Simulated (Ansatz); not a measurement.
Below is a relaxed structure of TiOsC4N4. The cell was found from a structure generator's guess, not taken from experiment.

All numbers below come from DFT PBE, scalar-relativistic, plane waves, PAW (Ansatz 0.2.0). Cutoff 420 eV, Γ-centred mesh, Gaussian smearing, no spin polarisation.

```
Ti Os C N
1.0
     7.43669    0.00000    0.00000
     0.00000    7.43669    0.00000
     0.00000    0.00000    2.95712
Ti Os C N
1 1 4 4
Cartesian
  0.0000 0.0000 0.0000
  3.7183 3.7183 0.0000
  1.5056 5.9310 0.0000
  5.9310 1.5056 0.0000
  1.5056 1.5056 0.0000
  5.9310 5.9310 0.0000
  2.3397 5.0970 0.0000
  5.0970 2.3397 0.0000
  2.3397 2.3397 0.0000
  5.0970 5.0970 0.0000
```

Formation energies are uncorrected and refer to the elements' standard structures at the same level (N₂ as a molecule).

(1) What space group does it have?

(2) How far does it lie from the elements in energy?

(3) Is it a metal?

(4) From what recipe could a structure generator have reached it?

## Answers

(1) P4/mmm (No. 123). Conventional cell: a = 7.437 Å, c = 2.957 Å. Ti has 4 C at 2.13 Å; Os has 4 N at 1.95 Å; C is surrounded by 1 N at 1.18 Å and 1 Ti at 2.13 Å; N is surrounded by 1 C at 1.18 Å and 1 Os at 1.95 Å.

(2) +0.44 eV/atom. It can't be a ground state, since the elements alone are lower.

(3) Yes, bands cross the Fermi level on the 6×6×12 mesh.

(4) One such recipe: stacked square cyanide-bridged sheets (P4/mmm, No. 123). Other recipes can lead to the same cell.

The last run used a 6×6×12 mesh (in the run's order of axes) for its 10-atom cell and Gaussian smearing of 0.10 eV. Spin–orbit coupling, which can matter for Os, is left out. The reference form of C is held partly by dispersion forces, which this level lacks. Symmetry constrained the relaxation, so the result can be a saddle point.
